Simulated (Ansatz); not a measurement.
A: ZnS (wurtzite), a = b = 3.845 Å, c = 6.306 Å, α = β = 90.00°, γ = 120.00°
B: HfO2 (tetragonal-ZrO2 type, space group P4_2/nmc), a = b = 3.605 Å, c = 5.265 Å, α = β = γ = 90.00°
C: SiO₂ (rutile), a = 4.236 Å, b = 4.236 Å, c = 2.690 Å, α = 90.00°, β = 90.00°, γ = 90.00°
D: CdS (wurtzite), a = 4.197 Å, b = 4.197 Å, c = 6.830 Å, α = 90.00°, β = 90.00°, γ = 120.00°

Scan: energy over volume and axial ratio (atoms clamped). One method and one kind of scan serve all of them; meshes and ranges differ. All were relaxed with their symmetry unable to fall. HfO2 is run without spin polarisation. Spin-orbit coupling is left out. The PAW data are Ansatz's earlier set. This is a high-temperature form of HfO2.

Q: Put the candidates in order of modulus against c/a change at fixed volume, (3/4V)·∂²E/∂(ln c/a)² (fitted), lowest first, for PBE (plane waves to 420 eV, PAW, scalar-relativistic; Ansatz, a program for electronic structure).

A: D (45 GPa), A (65 GPa), B (160 GPa), C (220 GPa)

(Under strain, the slope of the energy per volume gives the stress and its curvature an elastic modulus.)
